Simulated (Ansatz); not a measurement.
Trial structures of MgSn₂N₂: starts and ends

The calculation used Ansatz, DFT PBE, scalar-relativistic, plane waves, PAW. Settings: cutoff 420 eV, Γ-centred meshes spaced at most about 0.3 Å⁻¹, and about 0.25 Å⁻¹ or finer for metals (2π included), Gaussian smearing. No spin polarisation in the final relaxations.

Each guess was relaxed in cell and atoms at zero pressure, within the symmetry of its start. These are static total energies at zero pressure. Coordination counts N atoms around Mg and Sn (those within 1.25 times the shortest such distance or 1.15 times the sum of covalent radii; a plus sign parts nearer from farther groups; the shortest distance is added where it is long for a bond; a slash parts the counts of unlike sites).

```
guess                 made from  start group  V start (Å³/atom)  end group  V end (Å³/atom)               coordination at the end  gap on mesh (eV)  E over the lowest end (meV/atom)
    1               random cell       P4/mmm               23.1     P4/mmm             24.0  Mg 2, Sn 8 from 3.3 Å/8+8 from 4.0 Å                 0                               482
    2               random cell          R3m               18.5          ?                ?                                     ?                 ?                                 ?
    3               random cell         Pmmm               19.2       Pmmm             34.3                            Mg 4, Sn 2              0.95                               234
    4               random cell       I4/mmm               20.1     I4/mmm             28.3                 Mg 8 from 3.6 Å, Sn 2                 0                              1164
    5  a Materials Project cell        P-4m2               18.5      P-4m2             18.6                            Mg 4, Sn 2                 0                                 0
```

Guess 2 as it starts:

```cif
data_structure
_symmetry_space_group_name_H-M 'R3m:H'
_symmetry_Int_Tables_number 160
_cell_length_a 5.3759
_cell_length_b 5.3759
_cell_length_c 11.0753
_cell_angle_alpha 90.000
_cell_angle_beta 90.000
_cell_angle_gamma 120.000
_cell_volume 277.19
loop_
_atom_site_label
_atom_site_type_symbol
_atom_site_symmetry_multiplicity
_atom_site_Wyckoff_symbol
_atom_site_fract_x
_atom_site_fract_y
_atom_site_fract_z
_atom_site_occupancy
Mg1 Mg 3 a 0.33333 0.66667 0.89721 1
Sn1 Sn 3 a 0.33333 0.66667 0.72024 1
Sn2 Sn 3 a 0.33333 0.66667 0.47313 1
N1 N 3 a 0.33333 0.66667 0.33476 1
N2 N 3 a 0.33333 0.66667 0.19086 1
```

**Question.** Fill in the missing row: what does this guess relax into, and where does it rank?

**Answer.** It ends in space group R3m (No. 160), with a = 5.421 Å, c = 12.342 Å, 20.9 Å³/atom and no gap. It lies 270 meV/atom over the lowest end, above guess 3 and below guess 1. Counting N atoms around Mg and Sn, this end has Mg 1, Sn 1+3 from 2.7 Å/6+3 from 3.4 Å and the lowest (guess 5) has Mg 4, Sn 2. This end holds N–N pairs as short as in free N₂ molecules (shortest 1.14 Å); in the lowest (guess 5) the shortest N–N distance is 3.37 Å.

```cif
data_structure
_symmetry_space_group_name_H-M 'R3m:H'
_symmetry_Int_Tables_number 160
_cell_length_a 5.4206
_cell_length_b 5.4206
_cell_length_c 12.3423
_cell_angle_alpha 90.000
_cell_angle_beta 90.000
_cell_angle_gamma 120.000
_cell_volume 314.07
loop_
_atom_site_label
_atom_site_type_symbol
_atom_site_symmetry_multiplicity
_atom_site_Wyckoff_symbol
_atom_site_fract_x
_atom_site_fract_y
_atom_site_fract_z
_atom_site_occupancy
Mg1 Mg 3 a 0.33333 0.66667 0.98959 1
Sn1 Sn 3 a 0.33333 0.66667 0.73047 1
Sn2 Sn 3 a 0.33333 0.66667 0.47441 1
N1 N 3 a 0.33333 0.66667 0.25697 1
N2 N 3 a 0.33333 0.66667 0.16476 1
```

Energies over the elements count from the elements' standard structures at the same level (N₂ as a molecule), with no fitted energy shifts. The references include grey tin.

**Question.** Is the lowest end bound against the elements?

**Answer.** Too close to call: its formation energy is −0.02 eV/atom. The formation energy is too near zero to say whether this cell lies below the elements.

No dispersion correction is applied, so the spacing and binding between layers, chains or molecules are poorly described (Pmmm), and this can change margins and order among such cells. Kohn–Sham gaps at this level usually fall short of measured ones. Cells relaxed within their symmetry can be saddle points. Some structure types and database cells were kept out of the candidates from the start, so a known form may be missing.
